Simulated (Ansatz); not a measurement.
# Rb2ScTlCl6: kick along a soft mode, then relaxed

Computed with Ansatz 0.2.0, DFT PBEsol, scalar-relativistic, plane waves, PAW. Cutoff 420 eV, Γ-centred 4×4×4 k-points, Gaussian smearing of 0.05 eV. Spin–orbit coupling is left out, which can shift energies with elements as heavy as these. No spin polarisation. Energies are free energies at this smearing, counted from the undisturbed cell; pressure is positive in compression.

Zero of the scan (relaxed at this level; it needn't be the usual structure):

```
CELL_PARAMETERS angstrom
0.00000 5.44340 5.44340
5.44340 0.00000 5.44340
5.44340 5.44340 0.00000
ATOMIC_POSITIONS crystal
Rb 0.75000 0.75000 0.75000
Rb 0.25000 0.25000 0.25000
Sc 0.00000 0.00000 0.00000
Tl 0.50000 0.50000 0.50000
Cl 0.77366 0.22634 0.22634
Cl 0.22634 0.22634 0.77366
Cl 0.22634 0.77366 0.77366
Cl 0.22634 0.77366 0.22634
Cl 0.77366 0.22634 0.77366
Cl 0.77366 0.77366 0.22634
```

The atoms are moved along a zone-centre mode of 29i cm⁻¹ (Å):

| atom | ux | uy | uz |
| --- | --- | --- | --- |
| Rb1 | 0.106 | 0.106 | 0.000 |
| Rb2 | 0.106 | 0.106 | 0.000 |
| Sc3 | -0.038 | -0.038 | 0.000 |
| Tl4 | -0.018 | -0.018 | 0.000 |
| Cl5 | -0.041 | -0.069 | 0.000 |
| Cl6 | -0.069 | -0.069 | 0.000 |
| Cl7 | -0.041 | -0.069 | 0.000 |
| Cl8 | -0.069 | -0.041 | 0.000 |
| Cl9 | -0.069 | -0.041 | 0.000 |
| Cl10 | -0.069 | -0.069 | 0.000 |

Cell and atoms are then relaxed.

Question: Does the relaxation return to the undisturbed structure?

Answer: No. It ends 5.1 meV/atom below it. The final space group reads Imm2 (tolerance 0.01 Å) and the volume changes by 1.77 %.

Final structure:

```
CELL_PARAMETERS angstrom
0.27838 5.48001 5.48029
5.48001 0.27838 5.48029
5.75839 5.75839 0.00000
ATOMIC_POSITIONS crystal
Rb 0.73358 0.73358 0.82565
Rb 0.26642 0.26642 0.29280
Sc 0.00000 0.00000 0.98202
Tl 0.50000 0.50000 0.49134
Cl 0.75997 0.24003 0.19422
Cl 0.22578 0.22578 0.75046
Cl 0.23371 0.76629 0.76507
Cl 0.24003 0.75997 0.19422
Cl 0.76629 0.23371 0.76507
Cl 0.77422 0.77422 0.20203
```

The relaxation, step by step (energy from the first step; small jumps at an unchanged geometry come where the plane waves are selected anew for the new cell):

| step | ΔE (meV/atom) | largest force component (eV/Å) | pressure (GPa) |
| --- | --- | --- | --- |
| 1 | 0.0 | 0.021 | 0.04 |
| 2 | -0.1 | 0.021 | 0.02 |
| 3 | -0.6 | 0.027 | -0.03 |
| 4 | -2.0 | 0.073 | -0.01 |
| 5 | -2.1 | 0.072 | -0.01 |
| 6 | -3.7 | 0.053 | 0.19 |
| 7 | -4.0 | 0.053 | -0.01 |
| 8 | -4.3 | 0.026 | -0.02 |
| 9 | -4.3 | 0.003 | 0.00 |
| 10 | -4.3 | 0.003 | 0.00 |

Frames along the relaxation (Å, eV/Å):

```xyz
10
Lattice="0.000 5.443 5.443 5.443 0.000 5.443 5.443 5.443 0.000" Properties=species:S:1:pos:R:3:forces:R:3 pbc="T T T" step=1
Rb    8.271    8.271    8.165    0.021    0.021    0.000
Rb    2.828    2.828    2.722    0.021    0.021    0.000
Sc   -0.038   -0.038    0.000   -0.005   -0.005    0.000
Tl    5.425    5.425    5.443   -0.011   -0.011    0.000
Cl    2.423    5.374    5.443   -0.010   -0.007    0.000
Cl    5.374    5.374    2.464   -0.002   -0.002   -0.002
Cl    8.382    5.374    5.443    0.001   -0.006    0.000
Cl    5.374    2.423    5.443   -0.007   -0.010    0.000
Cl    5.374    8.382    5.443   -0.006    0.001    0.000
Cl    5.374    5.374    8.423   -0.002   -0.002    0.002
10
Lattice="0.005 5.447 5.445 5.447 0.005 5.445 5.452 5.452 0.000" Properties=species:S:1:pos:R:3:forces:R:3 pbc="T T T" step=2
Rb    8.292    8.292    8.168    0.021    0.021   -0.001
Rb    2.840    2.840    2.722    0.021    0.021    0.001
Sc   -0.041   -0.041    0.000   -0.006   -0.006    0.000
Tl    5.427    5.427    5.445   -0.005   -0.005    0.000
Cl    2.423    5.380    5.445    0.006   -0.013    0.000
Cl    5.384    5.384    2.464   -0.008   -0.008    0.002
Cl    8.390    5.386    5.445    0.001   -0.010    0.000
Cl    5.380    2.423    5.445   -0.013    0.006    0.000
Cl    5.386    8.390    5.445   -0.010    0.001    0.000
Cl    5.384    5.384    8.426   -0.008   -0.008   -0.002
10
Lattice="0.028 5.458 5.449 5.458 0.028 5.449 5.486 5.486 0.000" Properties=species:S:1:pos:R:3:forces:R:3 pbc="T T T" step=3
Rb    8.391    8.391    8.174    0.021    0.021   -0.008
Rb    2.906    2.906    2.725    0.021    0.021    0.008
Sc   -0.055   -0.055    0.000   -0.004   -0.004    0.000
Tl    5.439    5.439    5.449    0.026    0.026    0.000
Cl    2.434    5.380    5.449    0.018   -0.027    0.000
Cl    5.413    5.413    2.465   -0.017   -0.017    0.004
Cl    8.419    5.428    5.449   -0.003   -0.017    0.000
Cl    5.380    2.434    5.449   -0.027    0.018    0.000
Cl    5.428    8.419    5.449   -0.017   -0.003    0.000
Cl    5.413    5.413    8.433   -0.017   -0.017   -0.004
10
Lattice="0.090 5.477 5.458 5.477 0.090 5.458 5.567 5.567 0.000" Properties=species:S:1:pos:R:3:forces:R:3 pbc="T T T" step=4
Rb    8.656    8.656    8.163   -0.003   -0.003   -0.019
Rb    3.089    3.089    2.753   -0.003   -0.003    0.019
Sc   -0.091   -0.091    0.000    0.015    0.015    0.000
Tl    5.483    5.483    5.458    0.073    0.073    0.000
Cl    2.467    5.354    5.458    0.015   -0.044    0.000
Cl    5.468    5.468    2.467   -0.009   -0.009    0.006
Cl    8.485    5.520    5.458   -0.017   -0.018    0.000
Cl    5.354    2.467    5.458   -0.044    0.015    0.000
Cl    5.520    8.485    5.458   -0.018   -0.017    0.000
Cl    5.468    5.468    8.449   -0.009   -0.009   -0.006
10
Lattice="0.097 5.476 5.458 5.476 0.097 5.458 5.574 5.574 0.000" Properties=species:S:1:pos:R:3:forces:R:3 pbc="T T T" step=5
Rb    8.664    8.664    8.155   -0.001   -0.001   -0.019
Rb    3.091    3.091    2.761   -0.001   -0.001    0.019
Sc   -0.090   -0.090    0.000    0.011    0.011    0.000
Tl    5.491    5.491    5.458    0.072    0.072    0.000
Cl    2.474    5.354    5.458    0.013   -0.044    0.000
Cl    5.473    5.473    2.467   -0.009   -0.009    0.006
Cl    8.490    5.535    5.458   -0.014   -0.017    0.000
Cl    5.354    2.474    5.458   -0.044    0.013    0.000
Cl    5.535    8.490    5.458   -0.017   -0.014    0.000
Cl    5.473    5.473    8.449   -0.009   -0.009   -0.006
10
Lattice="0.274 5.478 5.470 5.478 0.274 5.470 5.752 5.752 0.000" Properties=species:S:1:pos:R:3:forces:R:3 pbc="T T T" step=6
Rb    9.017    9.017    8.005   -0.032   -0.032    0.053
Rb    3.265    3.265    2.936   -0.032   -0.032   -0.053
Sc   -0.112   -0.112    0.000   -0.034   -0.034    0.000
Tl    5.690    5.690    5.470    0.033    0.033    0.000
Cl    2.630    5.313    5.470    0.006    0.049    0.000
Cl    5.616    5.616    2.470    0.013    0.013    0.019
Cl    8.654    5.866    5.470   -0.016    0.001    0.000
Cl    5.313    2.630    5.470    0.049    0.006    0.000
Cl    5.866    8.654    5.470    0.001   -0.016    0.000
Cl    5.616    5.616    8.471    0.013    0.013   -0.019
10
Lattice="0.227 5.479 5.474 5.479 0.227 5.474 5.707 5.707 0.000" Properties=species:S:1:pos:R:3:forces:R:3 pbc="T T T" step=7
Rb    8.894    8.894    8.090    0.008    0.008   -0.023
Rb    3.187    3.187    2.858    0.008    0.008    0.023
Sc   -0.102   -0.102    0.000    0.053    0.053    0.000
Tl    5.662    5.662    5.474   -0.025   -0.025    0.000
Cl    2.595    5.339    5.474    0.012   -0.015    0.000
Cl    5.583    5.583    2.471   -0.008   -0.008    0.018
Cl    8.620    5.789    5.474   -0.016   -0.010    0.000
Cl    5.339    2.595    5.474   -0.015    0.012    0.000
Cl    5.789    8.620    5.474   -0.010   -0.016    0.000
Cl    5.583    5.583    8.477   -0.008   -0.008   -0.018
10
Lattice="0.265 5.479 5.479 5.479 0.265 5.479 5.745 5.745 0.000" Properties=species:S:1:pos:R:3:forces:R:3 pbc="T T T" step=8
Rb    8.956    8.956    8.040    0.000    0.000    0.002
Rb    3.211    3.211    2.918    0.000    0.000   -0.002
Sc   -0.102   -0.102    0.000   -0.002   -0.002    0.000
Tl    5.695    5.695    5.479    0.003    0.003    0.000
Cl    2.634    5.348    5.479   -0.011   -0.004    0.000
Cl    5.611    5.611    2.477    0.000    0.000   -0.026
Cl    8.656    5.869    5.479    0.007    0.007    0.000
Cl    5.348    2.634    5.479   -0.004   -0.011    0.000
Cl    5.869    8.656    5.479    0.007    0.007    0.000
Cl    5.611    5.611    8.480    0.000    0.000    0.026
10
Lattice="0.278 5.480 5.480 5.480 0.278 5.480 5.758 5.758 0.000" Properties=species:S:1:pos:R:3:forces:R:3 pbc="T T T" step=9
Rb    8.979    8.979    8.040    0.000    0.000    0.000
Rb    3.220    3.220    2.920    0.000    0.000    0.000
Sc   -0.104   -0.104    0.000    0.000    0.000    0.000
Tl    5.709    5.709    5.480    0.001    0.001    0.000
Cl    2.645    5.350    5.480    0.001    0.000    0.000
Cl    5.622    5.622    2.475    0.000    0.000    0.001
Cl    8.670    5.900    5.480   -0.003    0.001    0.000
Cl    5.350    2.645    5.480    0.000    0.001    0.000
Cl    5.900    8.670    5.480    0.001   -0.003    0.000
Cl    5.622    5.622    8.486    0.000    0.000   -0.001
10
Lattice="0.278 5.480 5.480 5.480 0.278 5.480 5.758 5.758 0.000" Properties=species:S:1:pos:R:3:forces:R:3 pbc="T T T" step=10
Rb    8.979    8.979    8.040    0.000    0.000    0.000
Rb    3.220    3.220    2.920    0.000    0.000    0.000
Sc   -0.104   -0.104    0.000    0.000    0.000    0.000
Tl    5.709    5.709    5.480    0.001    0.001    0.000
Cl    2.645    5.350    5.480    0.001    0.000    0.000
Cl    5.622    5.622    2.475    0.000    0.000    0.002
Cl    8.670    5.900    5.480   -0.003    0.001    0.000
Cl    5.350    2.645    5.480    0.000    0.001    0.000
Cl    5.900    8.670    5.480    0.001   -0.003    0.000
Cl    5.622    5.622    8.486    0.000    0.000   -0.002
```

Cost: 1 run of about 3.1 core-minutes, on Intel Xeon Platinum 8488C (Sapphire Rapids) (shared hosts).